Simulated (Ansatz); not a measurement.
Ag$_{3}$SI:
```
Ag3SI
1.0
    3.40325     1.96487     2.76052
   -3.40325     1.96487     2.76052
    0.00000    -3.92974     2.76052
Ag S I
3 1 1
Direct
  0.53853   0.87414   0.01959
  0.01959   0.53853   0.87414
  0.87414   0.01959   0.53853
  0.04558   0.04558   0.04558
  0.49106   0.49106   0.49106
```

Relaxed with PBEsol.

Problem. Map the electron localisation function on the plane through (0.046, 0.046, 0.046) spanned by u = [1, 0, 0] and v = [0, 1, 1] in lattice vectors, from plane-wave PAW PBEsol (Ansatz code).

Solution. x is the fraction of u, y of v (the angle between them is 90°; rows are the nearest grid lines); atoms in the plane: S at (0.00, 0.00), I at (0.45, 0.45).
```
y \ x   0.000  0.0833  0.167  0.292  0.375  0.458  0.542  0.625  0.708  0.833  0.917   1.00
------  -----  ------  -----  -----  -----  -----  -----  -----  -----  -----  -----  -----
1.00    0.007   0.467  0.875  0.196  0.235  0.402  0.392  0.216  0.203  0.812  0.359  0.007
0.912   0.725   0.822  0.781  0.164  0.445  0.601  0.587  0.394  0.152  0.737  0.795  0.725
0.853   0.741   0.702  0.484  0.163  0.409  0.550  0.534  0.350  0.145  0.473  0.682  0.741
0.765   0.172   0.160  0.128  0.120  0.169  0.227  0.216  0.156  0.140  0.162  0.170  0.172
0.706   0.170   0.151  0.117  0.122  0.133  0.131  0.132  0.137  0.134  0.142  0.159  0.170
0.618   0.194   0.154  0.154  0.583  0.663  0.655  0.646  0.494  0.204  0.143  0.182  0.194
0.529   0.125   0.140  0.460  0.637  0.513  0.412  0.554  0.636  0.565  0.113  0.120  0.125
0.471   0.082   0.210  0.660  0.593  0.212  0.351  0.316  0.612  0.664  0.132  0.072  0.082
0.382   0.043   0.203  0.672  0.640  0.404  0.266  0.492  0.637  0.655  0.119  0.041  0.043
0.294   0.045   0.051  0.218  0.710  0.688  0.672  0.687  0.652  0.299  0.064  0.053  0.045
0.235   0.183   0.105  0.059  0.302  0.576  0.625  0.523  0.265  0.093  0.090  0.152  0.183
0.147   0.809   0.753  0.514  0.079  0.058  0.062  0.062  0.063  0.109  0.526  0.759  0.809
0.0882  0.780   0.827  0.803  0.220  0.115  0.145  0.143  0.112  0.210  0.774  0.834  0.780
0.000   0.007   0.467  0.875  0.196  0.235  0.402  0.392  0.216  0.203  0.812  0.359  0.007
```

The density is the valence pseudo-density with augmentation charge, so density and ELF within about 1 Å of a nucleus are not all-electron values.

Space group R3. The workflow started from an entry of the Crystallography Open Database (COD), which files this formula under 2 space groups. Its standing as an ambient phase is unchecked. Symmetry was held in the PBEsol relaxation; its stability against distortions is not shown here. The run is not spin-polarised. Spin–orbit coupling is left out wherever it is not named.

Potentials: the later of the program's two PAW sets.
